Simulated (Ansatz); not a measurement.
Here is the system:

ZrRh₃:
```xyz
4
Lattice="3.9047 0.0000 0.0000 0.0000 3.9047 0.0000 0.0000 0.0000 3.9047" Properties=species:S:1:pos:R:3 pbc="T T T"
Zr     0.0000     0.0000     0.0000
Rh     1.9523     1.9523     0.0000
Rh     0.0000     1.9523     1.9523
Rh     1.9523     0.0000     1.9523
```

This is the PBEsol-relaxed structure.

Q: All from PBEsol (plane waves, PAW; program Ansatz), unless another level is named. Estimate the formation energy from the elements (no fitted shifts).

A: -0.69 eV/atom.

Q: Predict the density of states at the Fermi level.

A: 0.89 states/eV per atom (mean over ±0.08 eV).

Q: What about the gap with spin–orbit coupling?

A: none (metallic).

Space group Pm-3m (Cu3Au type). The first step of the workflow began from a Materials Project structure, measured or hypothetical; the Crystallography Open Database files this formula in space group No. 221, but the cells were not matched. Its standing as an ambient phase is unchecked. Symmetry was held in the PBEsol relaxation; of distortions, only those at the zone centre were tested. No spin polarisation was allowed. The references are the lowest solids computed at this level, not always the standard phases. Spin–orbit coupling is left out wherever it is not named.

Potentials: the later of the program's two PAW sets.
